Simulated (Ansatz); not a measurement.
## Step by step: MgB, relaxation of cell and atoms

Theory: Ansatz 0.2.0, DFT, PBE, PAW with Ansatz's default frozen-core files, scalar-relativistic.

Command: `ansatz run input.yaml --threads 1 --pin off --max-ram 2048MiB --backend cpu --events-out ev --progress --plain --runs-dir out` The run took 12 s on 1 thread of Intel(R) Xeon(R) Processor @ 2.50GHz (Skylake/Cascade Lake), with other jobs on the host, peak memory 0.3 GiB.

```yaml
crystal:
  lattice:
    - [2.9412494364, 0.0, 0.0]
    - [0.0, 2.9412494364, 0.0]
    - [0.0, 0.0, 2.9412494364]
  atoms:
    - { symbol: B, position: [0.0, 0.0, 0.0] }
    - { symbol: Mg, position: [0.5, 0.5, 0.5] }
kpoints:
  mp_grid: { grid: [11, 11, 11] }
scf:
  occupations: { method: fermi_dirac, width: 0.05 }
hamiltonian:
  xc: pbe
  pseudopotentials: { kind: paw }
output:
  forces: true
  stress: true
relax:
  f_tol: 0.005
  max_steps: 80
  cell: {}
```

The cell is built from the CsCl type as a first guess.

The cutoff is 420 eV; energies and pressures of the walk include the program's estimate of the Pulay term.

Each frame lists the cell vectors (Å), then Cartesian positions (Å); symmetry keeps all forces zero. Free energies count from the first step, -2078.0857 eV.

The walk took 4 evaluations in all; steps that aren't listed are left out.

Step 1: E = 0.0 meV, P = -3.74 GPa

```
cell 2.9412 0.0000 0.0000 0.0000 2.9412 0.0000 0.0000 0.0000 2.9412
B     0.0000    0.0000    0.0000
Mg    1.4706    1.4706    1.4706
```

Step 2: E = -14.9 meV, P = -0.62 GPa

```
cell 2.9008 0.0000 0.0000 0.0000 2.9008 0.0000 0.0000 0.0000 2.9008
B     0.0000    0.0000    0.0000
Mg    1.4504    1.4504    1.4504
```

(1) How does the relaxation end?

## Answers

(1) It converges, with a = 2.893 Å, b = 2.893 Å, c = 2.893 Å, α = 90.00°, β = 90.00°, γ = 90.00° (conventional cell, space group Pm-3m). The last solve (on a basis chosen afresh for the final cell, so its energy is not quite comparable) gives E = -14.8 meV, P = 0.02 GPa:
```
cell 2.8931 0.0000 0.0000 0.0000 2.8931 0.0000 0.0000 0.0000 2.8931
B     0.0000    0.0000    0.0000
Mg    1.4465    1.4465    1.4465
```
